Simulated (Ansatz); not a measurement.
CaAlHO₂:
```
CELL_PARAMETERS angstrom
      3.73043     0.00000     0.00000
      0.00000     3.73043     0.00000
      0.00000     0.00000     3.44811
ATOMIC_POSITIONS crystal
  Ca 0.50000 0.50000 0.50000
  Al 0.00000 0.00000 0.00000
  O  0.50000 0.00000 0.00000
  O  0.00000 0.50000 0.00000
  H  0.00000 0.00000 0.50000
```

Relaxed with r²SCAN.

Q: Map the valence electron density (e/Å³), cut off at 1 on the plane through (0.000, 0.000, 0.000) spanned by u = [1, 0, 0] and v = [0, 0, 1] in lattice vectors, from r²SCAN in the plane-wave PAW code Ansatz.

A: x is the fraction of u, y of v (the angle between them is 90°; rows are the nearest grid lines); atoms in the plane: Al at (0.00, 0.00), O at (0.50, 0.00), H at (0.00, 0.50).
```
|00013799999999731000|
|00013699999999631000|
|00012489999998421000|
|11112358999985321111|
|22111124566542111122|
|33211111222211111233|
|65321000011000012356|
|99531000000000013599|
|99731000000000013799|
|99731000000000013799|
|99531000000000013599|
|65321000011000012356|
|33211111222211111233|
|22111124566542111122|
|11112358999985321111|
|00012489999998421000|
|00013699999999631000|
|00013799999999731000|
```
Scale: ten equal steps from 0.041 (start of '0') to 1.00 (end of '9'), in the order '0123456789'; x runs from 0.000 to 1.00, y from 0.000 (bottom) to 1.00 (top).

The density is the valence pseudo-density with augmentation charge, so density and ELF within about 1 Å of a nucleus are not all-electron values.

Space group P4/mmm. The start of the workflow was typed in or built on a structure type; neither database checked (COD, Materials Project) lists it. Whether it is the stable phase at ambient conditions was not checked. The r²SCAN relaxation kept the symmetry of its start; its stability against distortions is not shown here.

Potentials: the earlier of the program's two PAW sets.
